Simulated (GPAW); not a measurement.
**BaZrO3 and the effect of the Hubbard U on Zr d**

```cif
data_structure
_symmetry_space_group_name_H-M 'P 1'
_symmetry_Int_Tables_number 1
_cell_length_a 4.1913
_cell_length_b 4.1913
_cell_length_c 4.1913
_cell_angle_alpha 90.000
_cell_angle_beta 90.000
_cell_angle_gamma 90.000
_cell_volume 73.63
loop_
_atom_site_label
_atom_site_type_symbol
_atom_site_fract_x
_atom_site_fract_y
_atom_site_fract_z
_atom_site_occupancy
Ba1 Ba 0.00000 0.00000 0.00000 1
Zr1 Zr 0.50000 0.50000 0.50000 1
O1 O 0.50000 0.50000 0.00000 1
O2 O 0.50000 0.00000 0.50000 1
O3 O 0.00000 0.50000 0.50000 1
```

The cell comes from a database or a generator and needn't be the form met in nature.

Kept alike: task band structure; functional PBEsol; k mesh 6 × 6 × 6; occupations fermi-dirac, width 0.05 eV; no spin polarisation. Program: GPAW, PAW data sets generated for this functional, cutoff 800 eV. The mesh is that of the run's cell of 5 atoms. No spin-orbit coupling.

| run | band gap (eV) | pressure (GPa) |
| --- | --- | --- |
| A | 3.703 | 1.19 |
| B | 3.504 | 0.25 |
| C | 3.115 | -1.53 |
| D | 3.903 | 2.17 |
| E | 3.307 | -0.66 |

Pressure is positive in compression; the values hold the error of the finite cutoff, so their zero can differ a little from the energy's minimum. U acts here on a shell without spin polarisation. How U acts hangs on the program's projectors. Gaps are the smaller of the mesh's and the band path's.

Task: The runs differ in the Hubbard U on Zr d alone: 0; 1; 2; 3; 4 eV. Which run is which?

Result: Run A is 3 eV; run B is 2 eV; run C is 0 eV; run D is 4 eV; run E is 1 eV. The band gap rises from 3.115 to 3.903 eV between 0 and 4 eV. U pushes filled shell states down and empty ones up. The mean slope is +0.20 eV per eV of U. The pressure rises from -1.53 to 2.17 GPa between 0 and 4 eV. U localises the shell and weakens its bonds, so the cell pushes outwards.
